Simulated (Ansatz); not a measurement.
# W3O: an elastic constant from a strain scan

All numbers below come from Ansatz, DFT PBE, scalar-relativistic, plane waves, PAW. Cutoff 420 eV, Γ-centred 8×8×8 k-points, Gaussian smearing of 0.15 eV. Spin–orbit coupling is left out, which matters for the heavy elements here. No spin polarisation. Energies are free energies at this smearing, counted from the undisturbed cell; pressure is positive in compression.

The starting cell (relaxed at this level; it needn't be the usual structure):

```xyz
8
Lattice="4.8845 0.0000 0.0000 0.0000 4.8845 0.0000 0.0000 0.0000 4.8845" Properties=species:S:1:pos:R:3 pbc="T T T"
W     2.4423    3.6634    0.0000
W     0.0000    2.4423    3.6634
W     1.2211    0.0000    2.4423
W     2.4423    1.2211    0.0000
W     0.0000    2.4423    1.2211
W     3.6634    0.0000    2.4423
O     2.4423    2.4423    2.4423
O     0.0000    0.0000    0.0000
```

The cell is strained by ε times the Voigt pattern (0, 0, 0, 0, 0, 1) (xx, yy, zz, yz, xz, xy; engineering shear) with fractional coordinates fixed. The cell holds 8 atoms in V0 = 116.54 Å³. The stress column is τ = (1/V0) dE/dε, got from the stress tensor σ (compression positive) at each point as −det(1 + εP) σ : P(1 + εP)⁻¹, with P the pattern as a tensor.

| ε | ΔE (meV/atom) | τ (GPa) |
| --- | --- | --- |
| -0.0525 | 1.221 | -0.497 |
| -0.0450 | 0.902 | -0.434 |
| -0.0375 | 0.628 | -0.367 |
| -0.0300 | 0.401 | -0.298 |
| -0.0150 | 0.094 | -0.152 |
| 0.0000 | 0.000 | 0.000 |
| 0.0150 | 0.094 | 0.152 |
| 0.0300 | 0.401 | 0.298 |
| 0.0375 | 0.628 | 0.367 |
| 0.0450 | 0.902 | 0.434 |
| 0.0525 | 1.221 | 0.497 |
| 0.0600 | ? | ? |

Problem. Which combination of elastic constants does this scan measure, and how large is it?

Solution. For small ε, τ = τ0 + Kε with K = pᵀCp, which for this pattern is C44 in the cubic axes. The parabola through τ at ε = -0.0150, 0 and 0.0150 has slope K = 10.2 GPa at zero. The energies per cell, E = NΔE, of the wider pair ε = ±0.0300 give K = 2[E(ε₊)/ε₊ − E(ε₋)/ε₋]/[(ε₊ − ε₋)V0] = 9.8 GPa, in agreement. These are clamped-ion values.

Problem. Predict the withheld row at ε = 0.0600 from the harmonic law, and compare.

Solution. ΔE = V0(τ0 ε + Kε²/2)/N = 1.663 meV/atom and τ = 0.61 GPa. The calculation gives 1.580 meV/atom and 0.56 GPa, a miss of 5.0 % of the harmonic energy, so the harmonic law still holds here.

Forces appear on the atoms along this scan, and letting them relax would lower the energy and soften the response. No gap shows at this level, though a semilocal functional can close a small gap that the real compound has; without a gap these slopes depend on the k mesh and the smearing.

Cost: 7 runs of about 8.3 core-minutes in all, on AMD EPYC (Zen 3) (shared hosts).